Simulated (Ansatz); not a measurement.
Y₂CN₂O₂ in space group P-3m1 (No. 164; Y on 2d, C on 1a, N on 2c, O on 2d), DFT-r²SCAN in the program Ansatz with PAW potentials. The conduction-band minimum lies at Γ, with 1 equivalent valley. Second derivatives d²E/dk² of the lowest band at one valley (eV·Å²), along Cartesian directions:

```
direction  d²E/dk²
---------  -------
[100]        12.11
[010]        12.11
[001]        5.916
[110]        12.11
[101]        9.016
[011]        9.015
```

**Question.** Find the principal effective masses, the density-of-states mass and the conductivity mass.

**Answer.** Off-diagonal terms follow from H_xy = H[110] − (H_xx + H_yy)/2, and m*/mₑ = 7.620 eV·Å² over each eigenvalue: 0.63, 0.63, 1.3. One valley's DOS mass (m₁m₂m₃)^(1/3) = 0.80, conductivity mass 3/(Σ 1/mᵢ) = 0.76 mₑ.

**Question.** What effective density of states Nc follows at 300 K for parabolic valleys?

**Answer.** Nc = 2.509e19 × 1 × (0.80)^(3/2) ≈ 1.8e19 cm⁻³.

The workflow started from a Materials Project entry (that database holds measured and hypothetical structures alike); the Crystallography Open Database copy checked does not list it. Whether it is the stable phase at ambient conditions was not checked. Symmetry was held in the r²SCAN relaxation; whether a distortion lowers the energy is not shown. No spin polarisation was allowed. Scalar-relativistic: spin–orbit coupling is off unless named, which matters more the heavier the elements.

Potentials: the later of the program's two PAW sets.

Edges and masses are those of Kohn–Sham bands, whose gap is no quasiparticle gap.
